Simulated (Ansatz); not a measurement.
Ru:
```cif
data_Ru2
_chemical_formula_sum 'Ru2'
_space_group_name_H-M_alt 'P63/mmc'
_space_group_IT_number 194
_space_group_name_Hall '-P 6c 2c'
_cell_length_a 2.69050
_cell_length_b 2.69050
_cell_length_c 4.25101
_cell_angle_alpha 90.000
_cell_angle_beta 90.000
_cell_angle_gamma 120.000
loop_
_atom_site_label
_atom_site_type_symbol
_atom_site_symmetry_multiplicity
_atom_site_Wyckoff_symbol
_atom_site_fract_x
_atom_site_fract_y
_atom_site_fract_z
_atom_site_occupancy
Ru1 Ru 2 c 0.33333 0.66667 0.25000 1
```

Relaxed with PBEsol.

Q: Decompose the optical modes at the zone centre into irreducible representations, and say which are infrared and Raman allowed.

A: Point group 6/mmm: Γ_opt = B1g + E2g. Infrared: none. Raman: E2g.

Q: Assign frequencies (DFPT, PBEsol (plane waves, PAW; program Ansatz)).

A: E2g 200, B1g 263 cm⁻¹.

Subscripts of B labels follow the axes of the standard setting.

Space group P6_3/mmc (hcp (Mg type)). Symmetry was held in the PBEsol relaxation; of distortions, only those at the zone centre were tested. The run is not spin-polarised. As this level gives no gap, phonon frequencies hold no LO–TO term and depend on the k-mesh and smearing (Fermi–Dirac, 0.1 eV here).

Potentials: the earlier of the program's two PAW sets.
